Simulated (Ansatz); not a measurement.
System: Co, 2 atoms in the cell.

Method: PBE with spin–orbit coupling, plane waves, PAW datasets (earlier set, tuned by hand) in Ansatz 0.2.0 development build.

Cutoff 900 eV; k-mesh 10×10×6 Γ-centred; Fermi–Dirac smearing of 0.1 eV; starting moments Co1 2, Co2 2 μB along [0, 0, 1].

```xyz
2
Lattice="2.5070 0.0000 0.0000 -1.2535 2.1711 0.0000 0.0000 0.0000 4.0690" Properties=species:S:1:pos:R:3 pbc="T T T"
Co    0.0000    1.4474    1.0173
Co    1.2535    0.7237    3.0518
```

(1) Would the cell expand or shrink if it were free to relax?

(2) How long does `ansatz run input.yaml --threads 1` take on 1 core of an Intel Xeon Platinum 8488C (shared host)?

Answers

(1) The pressure is -3.36 GPa, so at these settings the cell is stretched and would shrink.

(2) About 82 s for 11 electronic iterations.

The stress includes the program's correction for the finite plane-wave basis.

The k-mesh is modest, so these values aren't fully converged in k.
